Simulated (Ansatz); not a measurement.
SrTiO3 (cubic perovskite)

```xyz
5
Lattice="3.9070 0.0000 0.0000 0.0000 3.9070 0.0000 0.0000 0.0000 3.9070" Properties=species:S:1:pos:R:3 pbc="T T T"
Sr     0.0000     0.0000     0.0000
Ti     1.9535     1.9535     1.9535
O      0.0000     1.9535     1.9535
O      1.9535     1.9535     0.0000
O      1.9535     0.0000     1.9535
```

Scan: atom 1 (Sr, nearest neighbour O at 2.763 Å; its periodic images, 3.9 Å or more away, move with it) is displaced along Cartesian [111], direction (0.577, 0.577, 0.577) in Cartesian axes, by s. The other atoms stay.

Calculation: r2SCAN (plane waves to 500 eV, PAW, scalar-relativistic; Ansatz, a program for electronic structure). k mesh 7×7×7 (Γ-centred), Fermi-Dirac smearing 0.05 eV. The energy includes the smearing's −TS. Left out: 2 of 11 points, with atoms too close for the PAW data. SrTiO3 is run without spin polarisation. SrTiO3 was relaxed with its symmetry unable to fall. The zero of ΔE is the undisplaced structure.

Task: What ΔE (meV/cell) does the calculation give at s (Å) = -0.664, -0.498, -0.332, -0.166, 0.166, 0.332, 0.498, 0.664?

Result: 
```json
[
 {"s (Å)": "-0.664", "ΔE (meV/cell)": "1479"},
 {"s (Å)": "-0.498", "ΔE (meV/cell)": "687"},
 {"s (Å)": "-0.332", "ΔE (meV/cell)": "258"},
 {"s (Å)": "-0.166", "ΔE (meV/cell)": "57"},
 {"s (Å)": "0.166", "ΔE (meV/cell)": "57"},
 {"s (Å)": "0.332", "ΔE (meV/cell)": "258"},
 {"s (Å)": "0.498", "ΔE (meV/cell)": "687"},
 {"s (Å)": "0.664", "ΔE (meV/cell)": "1479"}
]
```

(A displaced cell: forces are minus the slopes of the energy, force constants its curvatures, and phonons follow from these.)
